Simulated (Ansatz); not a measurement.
**An elastic constant from a strain scan in Ti**

All numbers below come from Ansatz, DFT PBEsol, scalar-relativistic, plane waves, PAW. The runs took a 420 eV cutoff, a Γ-centred 20×20×20 mesh and Gaussian smearing (0.15 eV). No spin polarisation. Energies are free energies at this smearing, counted from the undisturbed cell; pressure is positive in compression.

Zero of the scan (as given, not relaxed at this level; it stands at -0.3 GPa; this fcc form isn't the usual structure):

```xyz
1
Lattice="0.0000 2.0300 2.0300 2.0300 0.0000 2.0300 2.0300 2.0300 0.0000" Properties=species:S:1:pos:R:3 pbc="T T T"
Ti    0.0000    0.0000    0.0000
```

The cell is strained by ε times the Voigt pattern (1, -1, 0, 0, 0, 0) (xx, yy, zz, yz, xz, xy; engineering shear) with fractional coordinates fixed. The cell holds 1 atom in V0 = 16.73 Å³. The stress column is τ = (1/V0) dE/dε, got from the stress tensor σ (compression positive) at each point as −det(1 + εP) σ : P(1 + εP)⁻¹, with P the pattern as a tensor.

```csv
ε,ΔE (meV/atom),τ (GPa)
-0.0525,9.229,-3.114
-0.0450,6.920,-2.775
-0.0375,4.897,-2.383
-0.0300,3.197,-1.957
-0.0225,1.837,-1.513
-0.0150,0.834,-1.044
-0.0075,0.212,-0.538
0.0000,0.000,0.000
0.0075,0.212,0.538
0.0150,0.834,1.044
0.0225,1.837,1.513
0.0300,3.197,1.957
0.0375,4.897,2.383
0.0450,6.920,2.775
0.0525,9.229,3.114
0.0600,?,?
```

Problem. Which combination of elastic constants does this scan measure, and how large is it?

Solution. For small ε, τ = τ0 + Kε with K = pᵀCp, which for this pattern is 2(C11 − C12) in the cubic axes. The parabola through τ at ε = -0.0075, 0 and 0.0075 has slope K = 72 GPa at zero. The energies per cell, E = NΔE, of the same two points give K = 2[E(ε₊)/ε₊ − E(ε₋)/ε₋]/[(ε₊ − ε₋)V0] = 72 GPa, in agreement.

Problem. Predict the withheld row at ε = 0.0600 from the harmonic law, and compare.

Solution. ΔE = V0(τ0 ε + Kε²/2)/N = 13.474 meV/atom and τ = 4.30 GPa. The calculation gives 11.785 meV/atom and 3.41 GPa: the energy lies 13 % below the harmonic value.

In a metal these slopes depend on the k mesh and the smearing.